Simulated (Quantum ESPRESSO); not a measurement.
```xyz
3
Lattice="0.0000 2.9760 2.9760 2.9760 0.0000 2.9760 2.9760 2.9760 0.0000" Properties=species:S:1:pos:R:3 pbc="T T T"
Li     4.4641     4.4641     4.4641
Li     1.4880     1.4880     1.4880
Se     0.0000     0.0000     0.0000
```
The cell comes from the Materials Project (a computed structure). It is Li2Se in Fm-3m; whether this form has been observed was not checked. Stability against distortions was not tested.

With PBE (σ by GIPAW in a modified build of Quantum ESPRESSO; JTH PAW datasets, 20 Ha):

```
quantity           PBE
--------------  ------
σ_iso Se (ppm)  2440.3
```

These are absolute shieldings with no macroscopic susceptibility term; δ = σ_ref − σ needs a reference computed alike. By our sweeps, such settings leave a few ppm in absolute σ on light atoms and up to some 20 ppm from Zn on. Spin–orbit coupling is left out; its weight grows with the heaviest atom, Se here. The datasets of Se hold no d projectors, which limits absolute σ on these atoms.

Question: What does the LDA, on its own JTH datasets and the same geometry, give?

Answer: 
```
quantity           LDA  LDA − PBE
--------------  ------  ---------
σ_iso Se (ppm)  2379.9      -60.4
```
